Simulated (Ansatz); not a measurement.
BeS:
```
CELL_PARAMETERS angstrom
      0.00000     2.39814     2.39814
      2.39814     0.00000     2.39814
      2.39814     2.39814     0.00000
ATOMIC_POSITIONS crystal
  S  0.75000 0.75000 0.75000
  Be 0.00000 0.00000 0.00000
```

Relaxed with LDA. Special points in fractions of this cell's reciprocal vectors: Γ (0.000, 0.000, 0.000); X (0.500, 0.000, 0.500); U (0.625, 0.250, 0.625); K (0.375, 0.375, 0.750); L (0.500, 0.500, 0.500); W (0.500, 0.250, 0.750).

Problem. List the band energies nearest the valence-band maximum at these points for LDA (plane waves, PAW; program Ansatz).

Solution. In eV from the valence-band maximum; about four levels below and three above (degenerate sets whole), none deeper than 8.9 eV; points with the same levels are listed once.

```
k              below                  above
-  -----------------  ---------------------
Γ     0.00 0.00 0.00         5.50 5.50 5.50
X  -5.21 -2.79 -2.79  2.82 4.75 12.80 12.80
U  -4.72 -4.35 -2.32        4.14 7.40 10.53
L  -6.06 -1.09 -1.09         5.46 6.39 6.39
W  -4.37 -4.11 -3.57         6.32 7.86 8.37
```

Space group F-43m (zinc blende). The cell was relaxed with LDA under the symmetry of its start; phonons on a q-mesh show no instability.

Potentials: the later of the program's two PAW sets.
